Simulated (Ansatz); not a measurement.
Sheets of one type (M2XT2 MXene (hcp sites)-type), the program Ansatz at the PBE level (PAW); HSE06 gaps on those cells.

```csv
layer,a (Å),thickness (Å)
Hf2F2N,3.103,5.55
Sc2F2N,3.133,5.13
Zr2F2N,3.145,5.50
Y2F2N,[?],[?]
Nb2F2N,2.972,5.61
Cr2F2N,3.020,4.51
```

**Question.** Complete the blanks.

**Answer.** 
- Y2F2N, a (Å): 3.406
- Y2F2N, thickness (Å): 5.43

Spin orders computed, not proven ground states: Hf2F2N, M2XT2 MXene (hcp sites)-type layer ferromagnetic; Zr2F2N, M2XT2 MXene (hcp sites)-type layer ferromagnetic; Y2F2N, M2XT2 MXene (hcp sites)-type layer ferromagnetic; Cr2F2N, M2XT2 MXene (hcp sites)-type layer antiferromagnetic. Began spin-polarised and lost the moments: Sc2F2N, M2XT2 MXene (hcp sites)-type layer; Nb2F2N, M2XT2 MXene (hcp sites)-type layer. All cells were relaxed under the symmetry of their starts (and spin orders); stability against distortions was not tested throughout. No Hubbard U is applied. Spin–orbit coupling is left out wherever it is not named. Constructed layers (a layer type filled with these elements): Hf2F2N, M2XT2 MXene (hcp sites)-type layer; Sc2F2N, M2XT2 MXene (hcp sites)-type layer; Zr2F2N, M2XT2 MXene (hcp sites)-type layer; Y2F2N, M2XT2 MXene (hcp sites)-type layer; Nb2F2N, M2XT2 MXene (hcp sites)-type layer; Cr2F2N, M2XT2 MXene (hcp sites)-type layer.

Potentials: the later of the program's two PAW sets.
